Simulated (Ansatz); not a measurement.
Compressing Tl₂Pd

Method: DFT r2SCAN, scalar-relativistic, plane waves, PAW (Ansatz 0.2.0). Settings: 500 eV cutoff, 8×8×8 k-mesh, Gaussian smearing of 0.10 eV, no spin polarisation.

Reference structure (relaxed):

```xyz
6
Lattice="-3.4008 3.4008 2.9172 3.4008 -3.4008 2.9172 3.4008 3.4008 -2.9172" Properties=species:S:1:pos:R:3 pbc="T T T"
Tl    1.1308    4.5316    0.0000
Tl    2.2700    1.1308    0.0000
Tl    2.2700   -1.1308    2.9172
Tl    1.1308    2.2700    2.9172
Pd    0.0000    0.0000    1.4586
Pd    0.0000    0.0000    4.3759
```

Cell and atoms are relaxed at each pressure within the symmetry of the start, at zero temperature, so transitions that lower the symmetry aren't seen. The k-mesh given is that at zero pressure and may differ at others.

Spin–orbit coupling is left out, which can shift energies with elements as heavy as these.

**Question.** Give the structure at 90 GPa.

**Answer.**
```xyz
6
Lattice="-2.9813 2.9813 2.5139 2.9813 -2.9813 2.5139 2.9813 2.9813 -2.5139" Properties=species:S:1:pos:R:3 pbc="T T T"
Tl    0.9339    3.9152    0.0000
Tl    2.0475    0.9339    0.0000
Tl    2.0475   -0.9339    2.5139
Tl    0.9339    2.0475    2.5139
Pd    0.0000    0.0000    1.2570
Pd    0.0000    0.0000    3.7709
```
Symmetry: I4/mcm, No. 140, tetragonal system. Conventional cell: a = 5.963 Å, b = 5.963 Å, c = 5.028 Å, α = 90.00°, β = 90.00°, γ = 90.00°. Around Tl (site symmetry m2m) lie 4 Pd at 2.58 Å and 1 Tl at 2.64 Å. Around Pd (site symmetry 422) lie 2 Pd at 2.51 Å and 8 Tl at 2.58 Å.